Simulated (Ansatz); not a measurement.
Input:

B$_{2}$O:
```
CELL_PARAMETERS angstrom
      2.49071     0.00000     0.00000
     -1.24535     2.15702     0.00000
      0.00000     0.00000     9.55952
ATOMIC_POSITIONS crystal
  B  0.00000 0.00000 0.40875
  B  0.00000 0.00000 0.59125
  B  0.66667 0.33333 0.03513
  B  0.33333 0.66667 0.96487
  O  0.66667 0.33333 0.35173
  O  0.33333 0.66667 0.64827
```

This is the LDA-relaxed structure. x, y and z are the axes in which the lattice vectors are written.

All from DFT-LDA in the program Ansatz with PAW potentials, unless another level is named. Give the highest zone-centre frequency.

1144 cm⁻¹.

What about the elastic constants (relaxed ions, GPa)?

C11 = 89.5, C12 = 232, C13 = 7.6, C14 = -0.5, C33 = 31.7, C44 = 3.0.

Space group P-3m1. The workflow started from an entry of the Crystallography Open Database (COD). Its standing as an ambient phase is unchecked. The LDA relaxation kept the symmetry of its start. At this level the phase is mechanically unstable. A crystal of weakly bound layers computed without a dispersion correction: the cell and the soft elastic constants depend strongly on that. As this level gives no gap, shear constants depend on the k-mesh and smearing (Fermi–Dirac, 0.1 eV here). As this level gives no gap, phonon frequencies hold no LO–TO term and depend on the k-mesh and smearing (Fermi–Dirac, 0.1 eV here). On the denser mesh and wider smearing of the elastic run this cell carries a stress of 0.6 GPa.

Potentials: the later of the program's two PAW sets.
